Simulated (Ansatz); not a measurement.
## Strain and the gap of KLiCl2 (ordering on rocksalt)

KLiCl2 as one 4-atom ordering (R-3m) on the rocksalt lattice, relaxed with r2SCAN in the PAW code Ansatz. The symmetry is R-3m (No. 166, trigonal); a = 3.978 Å, c = 20.454 Å in the conventional setting, 23.36 Å³ an atom. Around Li lie 6 Cl at 2.69 Å; around K lie 6 Cl at 3.06 Å; around Cl lie 3 Li at 2.69 Å and 3 K at 3.06 Å.

The axes x, y and z are those of this cell:
```
CELL_PARAMETERS angstrom
1.98890 1.14829 6.81797
-1.98890 1.14829 6.81797
0.00000 -2.29658 6.81797
ATOMIC_POSITIONS crystal
Li 0.00000 0.00000 0.00000
K 0.50000 0.50000 0.50000
Cl 0.26525 0.26525 0.26525
Cl 0.73475 0.73475 0.73475
```

Unstrained: PBE gives a direct gap of 5.316 eV at Γ. With r2SCAN the gap is 5.990 eV and direct, at Γ. HSE06 gives a direct gap of 6.644 eV at Γ. Meshes: PBE 8×8×8, r2SCAN 8×8×8, HSE06 6×6×6. Strains are changes of length per length. After each strain the atoms were relaxed again with r2SCAN within the symmetry that the strain leaves, so tilts or polar shifts that break it weren't tested; points keep the names that they have in the unstrained zone. Note: simulated data, non-magnetic, for a generated structure that need not be the stable one.

Changes of the least gap in eV (an overlap counts as a negative gap):

| strain | volume change (%) | space group | PBE | r2SCAN | HSE06 | energy rise, r2SCAN (meV/atom) |
| --- | --- | --- | --- | --- | --- | --- |
| isotropic -4.71 % on every length | -13.5 | R-3m | +0.495 | +0.496 | +0.532 | 43.6 |

Isotropic -4.71 % on every length. HSE06: the gap goes from 6.644 to 7.176 eV (+0.532 eV). Stress change with r2SCAN, compression positive: xx +4.69, yy +4.69, zz +5.88 GPa. For HSE06, dE_g/d ln V = -3.7 eV over this step.
